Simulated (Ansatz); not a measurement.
Method: DFT PBE, scalar-relativistic, plane waves, PAW (Ansatz). All cells share a 420 eV cutoff and Γ-centred k meshes spaced about 0.3 Å⁻¹ or finer (0.25 for metals, 2π included). No spin polarisation.

These are static total energies at zero pressure.

Two forms of KC were relaxed alike.

1.

Space group P4/mmm (No. 123). a = 4.037 Å, b = 4.037 Å, c = 6.185 Å, α = 90.00°, β = 90.00°, γ = 90.00°
```tsv
atom	site	symmetry	x	y	z
K	1d	4/mmm	0.5000	0.5000	0.5000
K	1c	4/mmm	0.5000	0.5000	0.0000
C	2g	4mm	0.0000	0.0000	0.6025
```

2.

Space group R3m:H (No. 160). a = 5.736 Å, b = 5.736 Å, c = 25.695 Å, α = 90.00°, β = 90.00°, γ = 120.00°
```json
{"atom": "K", "site": "3a", "symmetry": "3m", "x": "0.0000", "y": "0.0000", "z": "0.1736"}
{"atom": "K", "site": "3a", "symmetry": "3m", "x": "0.6667", "y": "0.3333", "z": "0.0011"}
{"atom": "K", "site": "3a", "symmetry": "3m", "x": "0.3333", "y": "0.6667", "z": "0.0687"}
{"atom": "C", "site": "9b", "symmetry": ".m", "x": "0.9168", "y": "0.0832", "z": "0.0554"}
```

Task: Which is lower in energy, and by how much?

Result: Cell 1 is lower, by 178 meV/atom. Cell 1 has space group P4/mmm (No. 123), 25.2 Å³/atom and a gap of 2.49 eV on its mesh; cell 2 has space group R3m (No. 160), 40.7 Å³/atom and no gap. Counting C atoms around K (those within 1.25 times the shortest such distance or 1.15 times the sum of covalent radii; a plus sign parts nearer from farther groups; the shortest distance is added where it is long for a bond; a slash parts the counts of unlike sites), cell 1 has K 8/8+8 from 3.8 Å and cell 2 has K 3/6. Cell 1 holds C–C pairs (shortest 1.27 Å); cell 2 holds C–C units of three or more atoms (shortest 1.43 Å). Even the lower one lies +0.53 eV/atom against the reference forms of the elements (uncorrected), so neither is stable at this level. Both come from trial cells of a structure search, whose lowest cell (Immm, 26.8 Å³/atom) lies 288 meV/atom below the lower of the two.

Weakly bound directions are ill-defined at this level, which has no dispersion term (R3m), and this can change margins and order among such cells. Kohn–Sham gaps at this level usually fall short of measured ones. In R3m an odd number of electrons in the primitive cell allows no gap without spin; a larger cell or a magnetic state could open one. Trial moments fell under 0.15 μB along the way in R3m; another start might hold them. Cells relaxed within their symmetry can be saddle points. Some structure types and database cells were kept out of the candidates from the start, so a known form may be missing.
